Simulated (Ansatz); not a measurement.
AuCu3-type BaRu3

Level of theory: DFT, PBEsol, scalar-relativistic, no spin polarisation; plane waves to 420 eV with PAW datasets (Ansatz 0.2.0), 8×8×8 k-mesh, Gaussian smearing of 0.05 eV. The datasets are Ansatz's generated set soft_2.

```xyz
4
Lattice="4.0689 0.0000 0.0000 0.0000 4.0689 0.0000 0.0000 0.0000 4.0689" Properties=species:S:1:pos:R:3 pbc="T T T"
Ba    0.0000    0.0000    0.0000
Ru    0.0000    2.0345    2.0345
Ru    2.0345    2.0345    0.0000
Ru    2.0345    0.0000    2.0345
```

The start was a prototype's sites filled with these elements, not a measured cell.

The cell above was scaled in volume, its shape and atoms being fixed by the lattice's symmetry. Energies are counted from the cell above.

The cell is relaxed to zero pressure at this level.

| V (Å³/atom) | ΔE (meV/atom) | P (GPa) |
| --- | --- | --- |
| 16.17 | ? | ? |
| 16.50 | 2.8 | 2.9 |
| 16.84 | 0.0 | 0.0 |
| 17.18 | 3.0 | -2.6 |
| 17.52 | 11.0 | -4.9 |

**Question.** Fill in the withheld row.

**Answer.** ΔE (meV/atom): 12.1, P (GPa): 6.2.

**Question.** What do the points give for the equilibrium volume, the bulk modulus and its pressure derivative (third-order Birch–Murnaghan)?

**Answer.** V0 = 16.83 Å³/atom, B0 = 137 GPa, B0′ = 5.5.

B0·V0 = 137.2 GPa × 16.83 Å³ = 14.42 eV/atom sets the scale: near the minimum ΔE ≈ ½ B0 V0 x², with x = V/V0 − 1, and a pressure of 1.4 GPa squeezes the volume by about 1 %. At the ends of the curve: x = −3.9 % predicts 11.1 meV/atom and the run gives 12.1; x = +4.1 % predicts 12.0 meV/atom and the run gives 11.0. The lopsidedness is anharmonic: atoms resist being pushed together more than being pulled apart.

Scalar-relativistic only: spin–orbit splittings of the heavy atoms' levels are missing. The run is a metal.
